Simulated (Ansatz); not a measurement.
**CsCl-type LaRe**

Level of theory: DFT, PBEsol, scalar-relativistic, no spin polarisation; plane waves to 420 eV with PAW datasets (Ansatz 0.2.0), 8×8×8 k-mesh, Gaussian smearing of 0.05 eV; PAW files: Ansatz's generated set soft_2.

```yaml
crystal:
  lattice:
    - [3.52146, 0.00000, 0.00000]
    - [0.00000, 3.52146, 0.00000]
    - [0.00000, 0.00000, 3.52146]
  atoms:
    - { symbol: La, position: [0.00000, 0.00000, 0.00000] }
    - { symbol: Re, position: [0.50000, 0.50000, 0.50000] }
```

The start was a prototype's sites filled with these elements, not a measured cell.

The cell above was scaled in volume, its shape and atoms being fixed by the lattice's symmetry. Energies are counted from the cell above.

| V (Å³/atom) | ΔE (meV/atom) | P (GPa) |
| --- | --- | --- |
| 20.96 | 11.1 | 4.5 |
| 21.40 | 2.4 | 2.0 |
| 21.83 | 0.0 | -0.1 |
| 22.27 | 3.2 | -2.1 |
| 22.71 | 11.3 | -3.8 |

**Question.** What do the points give for the equilibrium volume, the bulk modulus and its pressure derivative (third-order Birch–Murnaghan)?

**Answer.** V0 = 21.80 Å³/atom, B0 = 103 GPa, B0′ = 5.0.

B0·V0 = 102.9 GPa × 21.80 Å³ = 14.00 eV/atom sets the scale: near the minimum ΔE ≈ ½ B0 V0 x², with x = V/V0 − 1, and a pressure of 1.0 GPa squeezes the volume by about 1 %. At the ends of the curve: x = −3.8 % predicts 10.3 meV/atom and the run gives 11.1; x = +4.2 % predicts 12.2 meV/atom and the run gives 11.3. The curve is steeper than the parabola on the compressed side and flatter on the expanded side: the bulk modulus rises with pressure.

Scalar-relativistic only: spin–orbit splittings of the heavy atoms' levels are missing. The run is a metal.
